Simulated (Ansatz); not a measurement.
## What DFT gives for YMoO₃

```
CELL_PARAMETERS angstrom
4.16318 0.00000 0.00000
0.00000 4.16318 0.00000
0.00000 0.00000 4.16318
ATOMIC_POSITIONS crystal
Mo 0.00000 0.00000 0.00000
O 0.50000 0.00000 0.00000
O 0.00000 0.50000 0.00000
O 0.00000 0.00000 0.50000
Y 0.50000 0.50000 0.50000
```

Single point in Ansatz 0.2.0 with r2SCAN, collinear spin. Cutoff 500 eV, PAW datasets, 6×6×6 Γ-centred k mesh, gaussian filling (width 0.0496 eV).

Magnetic state (reached from a saved solution, and it need not be the lowest): Mo1 up.

Problem. What does the stress say?

Solution. The pressure is -17.9 GPa (compression positive), so with the atoms held at these fractions the cell would first shrink.

Problem. How large are the moments?

Solution. Mo1 +2.20 μB of spin moment in Bader basins; net size 2.90 μB a cell.

Problem. How is the charge shared?

Solution. Bader charges in e: Y +2.16, Mo +2.00, O -1.39. In the mean Y gives up most and O takes most.

Problem. What do density and ELF say about some of the short contacts?

Solution. Mo–O at 2.08 Å: least valence density 0.62 e/Å³ and ELF 0.13 there. Y–O at 2.94 Å: least valence density 0.10 e/Å³ and ELF 0.05 there. These are pseudo-fields; inside the PAW spheres they differ from the all-electron ones.

Problem. Is there a gap?

Solution. It is a metal, with about 1.2 states/eV a cell as the mean within 0.25 eV of the Fermi level, mostly Mo d (43 %), Y d (38 %) and O p (14 %).

Origin: a known structure type with other elements, at an estimated volume, so it need not be a known compound. Caveats: atoms or cell far from equilibrium.

It took 48 s on 1 thread of AMD EPYC 9R14 (Zen 4), with other jobs on the host, peak memory 0.73 GiB, starting from a saved density. The time holds forces, stress, Bader, DOS, bands, ELF.
